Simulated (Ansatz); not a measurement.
Sheets of one type (MA2Z4 (prismatic core, outer Z over the empty site)-type), plane-wave PAW PBE (Ansatz code); HSE06 gaps on those cells.

```tsv
layer	a (Å)	thickness (Å)
NbGe2P4	3.620	9.66
VGe2P4	3.570	9.51
TaGe2N4	3.078	7.39
TaAs4Ge2	3.766	10.18
TaGe2P4	(withheld)	(withheld)
TaP4Si2	3.540	9.40
```

Task: Complete the blanks.

Result: 
- TaGe2P4, a (Å): 3.621
- TaGe2P4, thickness (Å): 9.65

Spin orders computed, not proven ground states: VGe2P4, MA2Z4 (prismatic core, outer Z over the empty site)-type layer ferromagnetic; TaGe2N4, MA2Z4 (prismatic core, outer Z over the empty site)-type layer ferromagnetic. Began spin-polarised and lost the moments: NbGe2P4, MA2Z4 (prismatic core, outer Z over the empty site)-type layer; TaAs4Ge2, MA2Z4 (prismatic core, outer Z over the empty site)-type layer; TaGe2P4, MA2Z4 (prismatic core, outer Z over the empty site)-type layer; TaP4Si2, MA2Z4 (prismatic core, outer Z over the empty site)-type layer. All cells were relaxed under the symmetry of their starts (and spin orders); stability against distortions was not tested throughout. Spin–orbit coupling is left out wherever it is not named. Constructed layers (a layer type filled with these elements): NbGe2P4, MA2Z4 (prismatic core, outer Z over the empty site)-type layer; VGe2P4, MA2Z4 (prismatic core, outer Z over the empty site)-type layer; TaGe2N4, MA2Z4 (prismatic core, outer Z over the empty site)-type layer; TaAs4Ge2, MA2Z4 (prismatic core, outer Z over the empty site)-type layer; TaGe2P4, MA2Z4 (prismatic core, outer Z over the empty site)-type layer; TaP4Si2, MA2Z4 (prismatic core, outer Z over the empty site)-type layer.

Potentials: the later of the program's two PAW sets.
